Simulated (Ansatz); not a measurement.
MgS:
```cif
data_Mg4S4
_chemical_formula_sum 'Mg4 S4'
_space_group_name_H-M_alt 'Fm-3m'
_space_group_IT_number 225
_space_group_name_Hall '-F 4 2 3'
_cell_length_a 5.22972
_cell_length_b 5.22972
_cell_length_c 5.22972
_cell_angle_alpha 90.000
_cell_angle_beta 90.000
_cell_angle_gamma 90.000
loop_
_atom_site_label
_atom_site_type_symbol
_atom_site_symmetry_multiplicity
_atom_site_Wyckoff_symbol
_atom_site_fract_x
_atom_site_fract_y
_atom_site_fract_z
_atom_site_occupancy
Mg1 Mg 4 b 0.50000 0.50000 0.50000 1
S1 S 4 a 0.00000 0.00000 0.00000 1
```
(The calculation used a cell of 2 atoms; values per cell refer to that cell.)

This is the PBE-relaxed structure.

All from plane-wave PAW PBE (Ansatz code), unless another level is named. Estimate the hole effective mass, band 1 of 3 at the edge.

0.97 along [100], 9.8 along [110], 2.4 along [111] (mₑ).

Predict the HSE06 gap on the PBE cell.

3.77 eV.

Give the valence-band maximum.

at Γ.

The PBE relaxation kept the symmetry of its start; phonons on a q-mesh show no instability.

Potentials: the later of the program's two PAW sets.
